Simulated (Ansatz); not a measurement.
Zr₆Al₂Fe:
```xyz
9
Lattice="7.9647 0.0000 0.0000 -3.9824 6.8977 0.0000 0.0000 0.0000 3.3227" Properties=species:S:1:pos:R:3 pbc="T T T"
Zr     1.9887     0.0000     1.6614
Zr     2.9880     5.1754     1.6614
Zr    -0.9944     1.7223     1.6614
Al     0.0000     4.5984     1.6614
Al     3.9824     2.2992     1.6614
Fe     0.0000     0.0000     0.0000
Zr     4.7919     0.0000     0.0000
Zr     1.5864     2.7478     0.0000
Zr    -2.3959     4.1499     0.0000
```
Starting moments (μB, in the order of the atoms Zr Zr Zr Al Al Fe Zr Zr Zr): -0.3 -0.3 -0.3 0.0 0.0 1.3 -0.1 -0.1 -0.1.

Relaxed with r²SCAN.

### Question
Tabulate the valence density and the electron localisation function along the shortest Zr–Fe contact (2.59 Å), the program Ansatz at the r²SCAN level (PAW).

### Answer


```
distance from Zr (Å)  density (e/Å³)   ELF
--------------------  --------------  ----
0.26                            3.77  0.33
0.39                            4.11  0.64
0.52                            3.69  0.78
0.65                            2.71  0.80
0.78                            1.70  0.72
0.91                            0.96  0.51
1.04                            0.56  0.29
1.17                            0.40  0.21
1.30                            0.35  0.23
1.43                            0.36  0.25
1.55                            0.45  0.23
1.68                            0.65  0.23
1.81                            1.32  0.29
1.94                            3.18  0.41
2.07                            6.96  0.54
2.20                           13.52  0.68
2.33                           22.74  0.80
```

The density is the valence pseudo-density with augmentation charge, so density and ELF within about 1 Å of a nucleus are not all-electron values.

Space group P-62m. The workflow started from an entry of the Crystallography Open Database (COD). Whether it is the stable phase at ambient conditions was not checked. Symmetry was held in the r²SCAN relaxation, as lowered by the spin order; whether a distortion lowers the energy is not shown. Magnetic state: antiferromagnetic, the only order run, not a proven ground state. Other orbital occupations within this spin state were not tried. For itinerant 3d metals, meta-GGAs of the SCAN family and hybrids are commonly reported to give too large moments.

Potentials: the later of the program's two PAW sets.
